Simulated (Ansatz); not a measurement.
Consider the following.

Sr2RuO4:
Space group I4/mmm (No. 139); a = b = 3.8299 Å, c = 12.6839 Å, α = β = γ = 90.00°

| atom | site | symmetry | x | y | z |
|---|---|---|---|---|---|
| Sr | 4e | 4mm | 0.0000 | 0.0000 | 0.3526 |
| Ru | 2a | 4/mmm | 0.0000 | 0.0000 | 0.0000 |
| O | 4e | 4mm | 0.0000 | 0.0000 | 0.1627 |
| O | 4c | mmm. | 0.0000 | 0.5000 | 0.0000 |
(The calculation used a cell of 7 atoms; values per cell refer to that cell.)

This is the PBEsol-relaxed structure.

All from the program Ansatz at the PBEsol level (PAW), unless another level is named. Predict the electronic character.

metallic (no gap).

And the formation energy from the elements (no fitted shifts)?

-2.16 eV/atom.

Give the density of states at the Fermi level.

0.49 states/eV per atom (mean over ±0.08 eV).

What about the gap with spin–orbit coupling?

none (metallic).

The first step of the workflow began from a Materials Project structure, measured or hypothetical; the Crystallography Open Database files this formula in space group No. 139, but the cells were not matched. Whether it is the stable phase at ambient conditions was not checked. The PBEsol relaxation kept the symmetry of its start; of distortions, only those at the zone centre were tested. The workflow began spin-polarised and lost its moments. The references are the lowest solids computed at this level, not always the standard phases (solids in place of the gases). Spin–orbit coupling is left out wherever it is not named.

Potentials: the later of the program's two PAW sets.
